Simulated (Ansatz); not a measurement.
# What a change of settings does to a run on SbAu

The cell was built from the zincblende type and relaxed in the same program; it needn't be a known or the stable phase. The listed cell was then made from it by scaling, straining or moving an atom.

First run: DFT, PBE, PAW with Ansatz's default frozen-core files, scalar-relativistic (Ansatz 0.2.0).

Command: `ansatz run input.yaml --threads 1 --pin off --max-ram 2048MiB --backend cpu --events-out ev --progress --plain --runs-dir out` The run took 7.8 s on 1 thread of Arm Neoverse V1 (shared host), peak memory 0.42 GiB.

```yaml
crystal:
  lattice:
    - [0.0, 3.1718895577, 3.1718895577]
    - [3.1718895577, 0.0, 3.1718895577]
    - [3.1718895577, 3.1718895577, 0.0]
  atoms:
    - { symbol: Au, position: [0.0, 0.0, 0.0] }
    - { symbol: Sb, position: [0.25, 0.25, 0.25] }
kpoints:
  mp_grid: { grid: [10, 10, 10] }
scf:
  occupations: { method: fermi_dirac, width: 0.08 }
hamiltonian:
  xc: pbe
  pseudopotentials: { kind: paw }
output:
  forces: true
  stress: true
  eigenvalues: true
  efg: { contact_densities: true }
```

Result: converged; pressure -2.91 GPa; no gap on the k mesh; 6 SCF iterations.

No spin–orbit coupling, which matters for the heavy atoms here.

The input is then changed:

```diff
@@ -14,4 +14,5 @@
   xc: pbe
   pseudopotentials: { kind: paw }
+  hubbard: { sites: [{ species: Au, l: d, u_eff: 8.0 }], double_counting: amf }
 output:
   forces: true
```

Q: What does the second run give?

A: It converged; pressure -2.92 GPa; no gap on the k mesh; 8 SCF iterations.
